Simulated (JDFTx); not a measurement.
System: ethylene carbonate, C3H4O3 (SMILES O=C1OCCO1), charge 0, multiplicity 1; geometry: a GFN2-xTB minimum in vacuum (one conformer, no imaginary frequency past 20 cm⁻¹; largest PBE force component 1.7 eV/Å). Z-matrix (Å, degrees):
```
C
H 1 1.0932
H 1 1.0933 2 109.47
O 1 1.4138 2 108.82 3 -118.82
C 4 1.3448 1 110.73 2 -120.58
O 5 1.1839 4 124.52 1 -179.92
O 5 1.3448 6 124.52 4 -180.00
C 7 1.4138 5 110.73 6 -179.92
H 8 1.0932 7 108.82 5 -120.58
H 8 1.0933 9 109.47 7 118.82
```

Computed with a modified build of JDFTx: PBE, GBRV ultrasoft potentials, plane waves to 20/100 Ha. Liquid: CANDLE, water, 2 M NaCl. The liquid run sits in a periodic box with 4 Å from the outermost atoms to the faces; the vacuum run is isolated. The box matters at about 0.01 eV. ΔG_solv is the difference of the two single-point energies, liquid minus vacuum; no corrections are added.

```json
{
 "solvation_energy": "-36 kJ/mol",
 "part: cavitation term of the fluid": "46 kJ/mol",
 "part: dispersion term of the fluid": "-41 kJ/mol",
 "part: electrostatic term of the fluid": "-55 kJ/mol",
 "part: distortion of the solute's electrons": "13.6 kJ/mol",
 "dipole_moment_in_vacuum": "5.18 D",
 "dipole_moment_in_the_liquid": "7.29 D",
 "highest occupied level in vacuum (zero: vacuum level)": "-7.00 eV",
 "highest occupied level in the liquid (zero: bulk electrolyte)": "-7.12 eV",
 "volume of the model's cavity": "228.3 Å³",
 "rough_cost_vacuum_and_liquid_run": "2 min and 2 min of core time"
}
```
